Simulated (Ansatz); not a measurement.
TaF₃: energy along a strain

TaF₃, Pm-3m, a = 3.901 Å (as given, not relaxed at this level: 20.4 GPa). The structure is a COD entry; whether it is the stable form wasn't checked. Ansatz: PBEsol, PAW, 420 eV, Γ-centred 12×12×12 mesh on 4 atoms, Gaussian smearing 0.15 eV; no spin polarisation. Cell vectors (Å): 3.901 0.000 0.000; 0.000 3.901 0.000; 0.000 0.000 3.901. The cell is strained by x per cent times the pattern (0 0 1 0 0 0) in the order xx yy zz yz xz xy (engineering shears), with fractional coordinates held. y is the free energy over the start, V0 = 14.843 Å³/atom.

```tsv
x (%)	y (meV/atom)
-4.00	?
-3.00	79.24
-2.00	47.48
-1.00	21.25
0.00	0.00
1.00	-16.75
2.00	-29.45
3.00	-38.47
3.50	-41.71
4.00	-44.17
```

Task: Fit y = c1 x + c2 x² + c3 x³ to the other rows, get the stiffness along the pattern, and predict the missing energy.

Result: Least squares on the rows shown. y = −18.954 x + 2.2651 x² − 0.072378 x³. The clamped-ion stiffness p·C·p = 2 × 22.65 eV × 160.2 / 14.843 Å³ = 489 GPa, which is C33 in these axes (C11 of the cubic crystal) (second derivative at the start, which stands under stress). At x = -4.00 the fit asked for gives 116.69 meV/atom. The run gave 117.19 meV/atom, so the fit is 0.50 meV/atom too low, 0.31 % of the span of the series, against an rms of 0.04 meV/atom on the fitted rows. The row lies outside the fitted range. With a term in x⁴ added, a fit to the same known rows predicts 117.11 meV/atom, so most of the miss is curvature that the known rows already hold.

Spin–orbit coupling is left out, which can shift energies with elements as heavy as these.